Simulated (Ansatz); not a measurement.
## O-17 nuclear quadrupole resonance in SiO₂

Cell: a COD entry, ions relaxed with PBE at fixed cell.

```cif
data_structure
_symmetry_space_group_name_H-M 'P 1'
_symmetry_Int_Tables_number 1
_cell_length_a 4.1667
_cell_length_b 4.1667
_cell_length_c 2.6645
_cell_angle_alpha 90.000
_cell_angle_beta 90.000
_cell_angle_gamma 90.000
_cell_volume 46.26
loop_
_atom_site_label
_atom_site_type_symbol
_atom_site_fract_x
_atom_site_fract_y
_atom_site_fract_z
_atom_site_occupancy
Si1 Si 0.00000 0.00000 0.00000 1
Si2 Si 0.50000 0.50000 0.50000 1
O3 O 0.30526 0.30526 0.00000 1
O4 O 0.19474 0.80526 0.50000 1
O5 O 0.69474 0.69474 0.00000 1
O6 O 0.80526 0.19474 0.50000 1
```

Atom numbers follow the list; atoms alike are taken as one site, whose name carries the number of the first.

Level of theory: DFT, r2SCAN, plane waves and PAW, scalar-relativistic, 500 eV cutoff, Γ-centred 7×7×11 k-points, Fermi–Dirac smearing 0.02 eV (Ansatz 0.2.0).

O-17: I = 5/2, Q = -25.58 mb (year-2017 value). Static lattice, zero field.

Task: At which frequencies do the O-17 NQR lines lie?

Result: For I = 5/2 and η = 0 the lines are 3|C_Q|/20 and twice that; η pulls their ratio below 2.

```
site       atoms  V_zz (10²¹ V/m²)  C_Q (MHz)     η  line frequencies (MHz)
   O  3, 4, 5, 6            -11.19       6.92  0.17              1.07, 2.06
```

At O V_zz stands upright on the plane through its three neighbours (within 1°).

The run took 6.1 s of wall time (6 s of CPU time) and 0.5 GiB at its peak, on 1 thread of Intel Xeon 6975P-C (Granite Rapids) (x86_64; 16 cores open to the job, memory cap 3.0 GiB, no GPU), a shared host with a load of 0.4 a core.
